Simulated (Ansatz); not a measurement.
Here is the system:

HfO₂:
```xyz
6
Lattice="3.5675 0.0000 0.0000 0.0000 3.5675 0.0000 0.0000 0.0000 5.1668" Properties=species:S:1:pos:R:3 pbc="T T T"
Hf     1.7837     1.7837     2.5834
Hf     0.0000     0.0000     0.0000
O      0.0000     1.7837     3.6172
O      0.0000     1.7837     1.0338
O      1.7837     0.0000     4.1330
O      1.7837     0.0000     1.5496
```

This is the PBEsol-relaxed structure.

Problem. All from DFT-PBEsol in the program Ansatz with PAW potentials, unless another level is named. Estimate the Born charges (a third of the trace).

Solution. Hf +5.32, O -2.66 e.

Problem. And the electronic dielectric constant ε∞ (DFPT)?

Solution. 5.35 (xx = yy), 4.85 (zz).

Space group P4_2/nmc. This is a known high-temperature phase of the composition, computed here at zero pressure and temperature. The PBEsol relaxation kept the symmetry of its start; whether a distortion lowers the energy is not shown. No spin polarisation was allowed. Scalar-relativistic: spin–orbit coupling is off unless named, which matters more the heavier the elements.

Potentials: the earlier of the program's two PAW sets. The files were generated under PBE; for other functionals the program regenerates the frozen cores, and for LDA and PBEsol the local potential too.
